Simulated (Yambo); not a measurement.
BSE-type run in Yambo on NaF (rock salt, space group Fm-3m, No. 225), at zero momentum.

Quantum ESPRESSO step (PBEsol, PseudoDojo standard norm-conserving files, scalar-relativistic):
```
&CONTROL
  calculation = 'nscf'
  pseudo_dir = './pseudo'
  outdir = './out'
/
&SYSTEM
  ibrav = 0
  nat = 2
  ntyp = 2
  ecutwfc = 88.0
  ecutrho = 352.0
  occupations = 'fixed'
  force_symmorphic = .true.
  nbnd = 20
/
&ELECTRONS
  conv_thr = 2e-09
  diago_full_acc = .true.
  diago_thr_init = 1e-08
/
ATOMIC_SPECIES
F 18.9984 F.upf
Na 22.9898 Na.upf
CELL_PARAMETERS angstrom
  0.000000000000   2.313665003000   2.313665003000
  2.313665003000   0.000000000000   2.313665003000
  2.313665003000   2.313665003000   0.000000000000
ATOMIC_POSITIONS crystal
F   0.500000000000   0.500000000000   0.500000000000
Na   0.000000000000   0.000000000000   0.000000000000
K_POINTS automatic
10 10 10 0 0 0
```

Yambo input:
```
rim_cut
optics
bse
bss
dipoles
RandQpts= 1000000
RandGvec= 1 Ry
FFTGvecs= 40 Ry
BSKmod= "HARTREE"
BSEmod= "resonant"
BSSmod= "hs"
BSENGexx= 15 Ry
% KfnQP_E
 4.556 | 1.0 | 1.0 |
%
% BSEQptR
 1 | 1 |
%
% BSEBands
 6 | 9 |
%
% BEnRange
 0.0 | 18.2 | eV
%
% BDmRange
 0.15 | 0.15 | eV
%
BEnSteps= 364
% BLongDir
 1.0 | 0.0 | 0.0 |
%
BSHayTrs= -0.02
BSSNEig= 24
WRbsWF
```

From the report:

The dimension is k points × valence × conduction bands = 1000 × 3 × 1 = 3000.
```
  [SLEPC] Approach                          : Krylov-Schur
  [SLEPC] Number of requested eigenvalues   :  24
  [SLEPC] Number of eigenvalues        [NEV]:  24
   [K] Dimension                                    :  3000
   [K] Bands                                        :   6   9
   [K] Exchange res                                 : yes
   [K] Correlation res                              : no
   [K] W interaction is bare                        : no
   [K] RL vectors exchange                          :  181
```
Lowest eigenvalues (eV; in brackets the number of states within 2 meV): 10.78 (3), 11.16 (11), 11.17 (3). They depend on the mesh, which isn't converged, and on the G0W0 scissor.

Geometry relaxed with PBEsol.
